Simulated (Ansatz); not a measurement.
Cr:
```yaml
crystal:
  lattice:
    - [-1.39416, 1.39416, 1.39416]
    - [1.39416, -1.39416, 1.39416]
    - [1.39416, 1.39416, -1.39416]
  atoms:
    - { symbol: Cr, position: [0.00000, 0.00000, 0.00000] }
```

Relaxed with LDA. Special points in fractions of this cell's reciprocal vectors: Γ (0.000, 0.000, 0.000); H (0.500, -0.500, 0.500); N (0.000, 0.000, 0.500); P (0.250, 0.250, 0.250).

Question: List the band energies nearest the Fermi level at these points for the program Ansatz at the LDA level (PAW).

Answer: In eV from the Fermi level; about four levels below and three above (degenerate sets whole), none deeper than 8.9 eV; … stands for higher levels left out; points with the same levels are listed once.

| k | below | above |
|---|---|---|
| Γ | -8.06 -1.03 -1.03 -1.03 | … |
| H | -4.80 -4.80 | … |
| N | -4.81 -2.73 | 1.20 1.33 … |
| P | -2.50 -2.50 -2.50 | … |

Space group Im-3m (bcc (W type)). The LDA relaxation kept the symmetry of its start. The workflow began spin-polarised and lost its moments. Textbook magnetic order: a spin-density-wave antiferromagnet.

Potentials: the later of the program's two PAW sets.
